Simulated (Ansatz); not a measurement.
# InP: Core-level photoemission

Cell: a COD entry whose atoms were relaxed with PBE, the cell held, repeated to a supercell; a hole's nearest image is 8.3 Å away.

Space group F-43m (No. 216); a = 5.8610 Å.

| site | Wyckoff | site symmetry | x | y | z |
| --- | --- | --- | --- | --- | --- |
| In1 | 4a | -43m | 0.0000 | 0.0000 | 0.0000 |
| P9 | 4c | -43m | 0.2500 | 0.2500 | 0.2500 |

One atom of each set is listed; the run and its k-mesh use a cell of 16 atoms with edges of 8.29, 8.29, 8.29 Å.

Method: Kohn–Sham DFT in Ansatz, PBE, plane waves and PAW, scalar-relativistic, 420 eV cutoff, Γ-centred 3×3×3 k-points, fixed occupations.

Each value is a total-energy difference between the cell with one core hole and the ground state (ΔSCF), counted from the top of the valence band. The valence electrons get no spin in the cell with the hole, so they can't polarise against the unpaired core electron; that puts absolute values high, by some tenths of an eV and in some cases by about 1 eV. The periodic images are corrected with the calculated ε∞ = 10.44.

Q: Give the In 3d, P 2p lines of each distinct site.

A: 

| line | atom | first shell | E_B (eV) | j = l + ½ / j = l − ½ (eV) |
| --- | --- | --- | --- | --- |
| In 3d | 1 | 4 P at 2.54 Å | 443.4 | 440.4 / 447.9 |
| P 2p | 9 | 4 In at 2.54 Å | 128.4 | 128.1 / 129.0 |

For p, d and f shells E_B is the weighted mean of the two lines, whose splitting comes from the free atom's Dirac orbitals.

The program doubts some values: the cell is too small to check the potential alignment. Absolute PBE values can be off by an eV or more, and the 3d and 4f lines of heavy atoms by several eV. Multiplets, satellites and widths aren't calculated.
